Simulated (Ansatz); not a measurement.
Ta2CoO6:
```yaml
crystal:
  lattice:
    - [4.74699, 0.00000, 0.00000]
    - [0.00000, 4.74699, 0.00000]
    - [0.00000, 0.00000, 9.11746]
  atoms:
    - { symbol: Ta, position: [0.50000, 0.50000, 0.83065] }
    - { symbol: Ta, position: [0.50000, 0.50000, 0.16935] }
    - { symbol: Ta, position: [0.00000, 0.00000, 0.33065] }
    - { symbol: Ta, position: [0.00000, 0.00000, 0.66935] }
    - { symbol: Co, position: [0.50000, 0.50000, 0.50000] }
    - { symbol: Co, position: [0.00000, 0.00000, 0.00000] }
    - { symbol: O, position: [0.81025, 0.81025, 0.50000] }
    - { symbol: O, position: [0.18975, 0.18975, 0.50000] }
    - { symbol: O, position: [0.68975, 0.31025, 0.00000] }
    - { symbol: O, position: [0.31025, 0.68975, 0.00000] }
    - { symbol: O, position: [0.79552, 0.79552, 0.82436] }
    - { symbol: O, position: [0.20448, 0.20448, 0.17564] }
    - { symbol: O, position: [0.20448, 0.20448, 0.82436] }
    - { symbol: O, position: [0.79552, 0.79552, 0.17564] }
    - { symbol: O, position: [0.70448, 0.29552, 0.32436] }
    - { symbol: O, position: [0.29552, 0.70448, 0.67564] }
    - { symbol: O, position: [0.29552, 0.70448, 0.32436] }
    - { symbol: O, position: [0.70448, 0.29552, 0.67564] }
```
The run is spin-polarised; directions of the spins, atom by atom: 0 0 0 0 ↑ ↑ 0 0 0 0 0 0 0 0 0 0 0 0.

Relaxed with r²SCAN.

Q: Which orbitals make up the states near the band edges in r²SCAN in the plane-wave PAW code Ansatz?

A: Top 1 eV of the valence band: Co 3d 72 %, O 2p 23 %. Bottom 1 eV of the conduction band: Co 3d 51 %, Ta 5d 40 %, O 2p 6 %. Projections are on Löwdin-orthogonalised atomic valence shells; empty p or d shells of many metals are not among them.

Q: Tabulate the density of states.

A: States/eV per cell of 18 atoms, in 0.25 eV bins, energy from the valence-band maximum.

```
E (eV)  total   O 2p  Ta 5d  Co 3d
------  -----  -----  -----  -----
-7.86    0.02   0.01   0.00   0.00
-7.61    1.39   0.89   0.29   0.06
-7.36    4.72   3.06   1.07   0.13
-7.11    5.48   3.60   1.30   0.16
-6.86   13.75   9.26   3.34   0.27
-6.61   11.30   7.60   2.89   0.21
-6.36   11.12   7.62   2.39   0.46
-6.11   15.26  10.57   3.12   0.82
-5.86   17.51  12.24   3.25   1.20
-5.61   13.55   9.41   2.30   1.18
-5.36   11.12   7.73   1.63   1.24
-5.11   10.58   7.60   1.42   1.02
-4.86   10.17   7.45   1.23   0.99
-4.61   12.52   9.39   1.34   1.22
-4.36   13.76  10.44   1.30   1.42
-4.11   14.88  11.50   1.27   1.54
-3.86   17.49  13.58   1.26   2.02
-3.61   17.60  13.57   1.17   2.29
-3.36   15.63  12.73   1.12   1.33
-3.11   12.95  11.00   0.70   0.89
-2.86   18.00  15.21   0.82   1.58
-2.61   14.68  12.45   0.50   1.46
-2.36   14.60  12.76   0.32   1.29
-2.11   11.52   9.55   0.24   1.57
-1.86    9.68   5.30   0.13   4.12
-1.61   10.45   3.66   0.24   6.43
-1.36    4.30   1.64   0.17   2.40
-1.11    5.27   2.18   0.20   2.65
-0.86    7.24   3.61   0.31   3.10
-0.61    1.45   0.73   0.05   0.62
-0.36    4.26   0.29   0.18   3.74
-0.11   11.74   1.14   0.25  10.24
0.14     0.00   0.00   0.00   0.00
0.39     0.00   0.00   0.00   0.00
0.64     0.00   0.00   0.00   0.00
0.89     0.00   0.00   0.00   0.00
1.14     0.00   0.00   0.00   0.00
1.39     0.00   0.00   0.00   0.00
1.64     4.39   0.12   0.56   3.66
1.89     3.61   0.18   0.25   3.16
2.14     2.34   0.16   1.60   0.53
2.39     7.10   0.63   4.42   1.85
2.64     9.50   1.18   6.30   1.66
2.89    11.74   1.84   7.99   1.42
3.14    10.05   1.56   5.92   2.12
3.39    17.73   2.66  10.97   3.23
3.64    12.68   2.68   8.56   0.88
3.89     8.21   2.07   4.77   0.93
4.14     9.92   2.57   6.00   0.83
4.39    10.80   2.89   6.30   0.95
4.64     6.85   1.99   4.08   0.25
4.89     3.41   1.05   2.01   0.03
5.14     1.50   0.49   0.84   0.02
5.39     0.18   0.06   0.09   0.00
5.64     0.14   0.01   0.00   0.00
5.89     0.37   0.02   0.02   0.00
6.14     0.87   0.06   0.14   0.00
6.39     1.72   0.11   0.52   0.00
```

Space group P4_2/mnm. The first step of the workflow began from a Materials Project structure, measured or hypothetical; the Crystallography Open Database files this formula in space group No. 136, but the cells were not matched. Whether it is the stable phase at ambient conditions was not checked. Symmetry was held in the r²SCAN relaxation; its stability against distortions is not shown here. Magnetic state: ferromagnetic, chosen from 2 collinear starts compared on coarse meshes (ties went to the first, and starts can fall back to one state), not a proven ground state. Other orbital occupations within this spin state were not tried. No Hubbard U is applied. Scalar-relativistic: spin–orbit coupling is off unless named, which matters more the heavier the elements.

Potentials: the later of the program's two PAW sets.
